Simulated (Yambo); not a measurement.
Yambo run on K₂BrOH (space group P2_1/m, No. 11). The wavefunctions are LDA (Quantum ESPRESSO, PseudoDojo norm-conserving, 84 Ry, without SOC) ones on a 2×2×1 mesh (32 occupied bands); a = 6.8320 Å, b = 4.3171 Å, c = 8.5934 Å, α = γ = 90.00°, β = 108.15°.

Yambo input:

```
rim_cut
gw0
dyson
el_el_corr
HF_and_locXC
ppa
em1d
RandQpts= 1000000
RandGvec= 1 Ry
EXXRLvcs= 84 Ry
VXCRLvcs= 336 Ry
Chimod= "HARTREE"
% BndsRnXp
 1 | 154 |
%
NGsBlkXp= 7 Ry
% LongDrXp
 1.0 | 1.0 | 1.0 |
%
PPAPntXp= 27.2114 eV
% GbndRnge
 1 | 337 |
%
GTermKind= "BG"
DysSolver= "n"
ExtendOut
% QPkrange
 1 | 1 | 32 | 33 |
%
```

k points by index: 1 = Γ.

The o-*.qp file then holds:

```
#    K-point    Band    Eo [eV]    E [eV]    E-Eo [eV]    Vxc [eV]    Vnlxc [eV]    Sc|Eo [eV]    Sc|E [eV]    dSc/dw|Eo [eV]    Re(Z)    Im(Z)
#
    1    32    0.000000    -1.491503    -1.491503    -17.31818    -22.87907    3.675186    4.069387    -7.190733    0.790975    -0.002035
    1    33    3.230904    4.470632    1.239727    -7.686950    -3.426076    -2.836594    -3.021147    -4.050505    0.870432    -0.981116E-3
```
(The two width columns are left out.) Convergence of these settings isn't established.

Geometry of the Materials Project entry, not relaxed at this level.

The structure is a Materials Project entry; no match was found in the copy of COD used, and its stability was not checked.
